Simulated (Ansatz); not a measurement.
# C: the gap against volume

C, P6_3/mmc, a = 2.512 Å, c = 12.392 Å. Ansatz: r2SCAN, PAW, 500 eV, Γ-centred 12×12×2 mesh on 12 atoms, Gaussian smearing 0.02 eV; no spin polarisation. Shape and atoms are relaxed at each volume; x = ln(V/V0) with V0 = 5.645 Å³/atom. The gap is read at the mesh points alone.

| x | gap y (eV) |
| --- | --- |
| -0.1278 | 5.041 |
| -0.0943 | 4.948 |
| -0.0619 | 4.858 |
| -0.0305 | 4.772 |
| 0.0000 | 4.689 |
| 0.0296 | 4.608 |
| 0.0583 | 4.531 |
| 0.0953 | ? |

Task: Fit a straight line to the other rows, give the volume deformation potential of the gap and its pressure coefficient, and predict the missing gap. B0 = 450.6 GPa.

Result: Means x = -0.03237, y = 4.7781; Σ(Δx)² = 0.02693, ΣΔxΔy = -0.07381; the slope is their ratio. y = 4.6894 − 2.7412 x. The slope is the deformation potential a = dE_g/d ln V = -2.74 eV, and dE_g/dP = −a/B0 = 6.08 meV/GPa. At x = 0.0953 the fit asked for gives 4.428 eV. The run gave 4.431 eV, so the fit is 0.003 eV too low, a small miss on the scale of the series.

Semilocal functionals give gaps under the measured ones; changes of the gap mostly carry over better.